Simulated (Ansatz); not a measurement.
This cell of W (fcc, Cu type) is off equilibrium:

```yaml
crystal:
  lattice:
    - [0.00000, 3.97175, 3.97175]
    - [1.98588, 0.00000, 1.98588]
    - [1.98588, 1.98588, 0.00000]
  atoms:
    - { symbol: W, position: [0.05088, 0.96608, 0.96608] }
    - { symbol: W, position: [0.44912, 0.03392, 0.03392] }
```

Level of theory: LDA (plane waves to 420 eV, PAW, scalar-relativistic; Ansatz, a first-principles code). k mesh 10×20×20 (Γ-centred), Fermi-Dirac smearing 0.05 eV. Compression counts positive. With partly filled bands, energies and forces of such displacements shift with the k mesh and the smearing. Spin-orbit coupling is left out, though W is heavy. This is one of several known forms of W; the measured ambient cells at hand have space group No. 229. W is run without spin polarisation. W was relaxed with its symmetry unable to fall.

Task: Predict the force on every atom, in eV/Å.

Result: 
```csv
atom,Fx,Fy,Fz
W1,2.809,-2.809,-2.809
W2,-2.809,2.809,2.809
```

Task: Give the stress tensor in GPa and the pressure.

Result: 
```
   31.0      9.6      9.6
    9.6     31.0     -9.6
    9.6     -9.6     31.0
```
The pressure, a third of the trace, is 31.0 GPa.

(A displaced cell: forces are minus the slopes of the energy, force constants its curvatures, and phonons follow from these.)
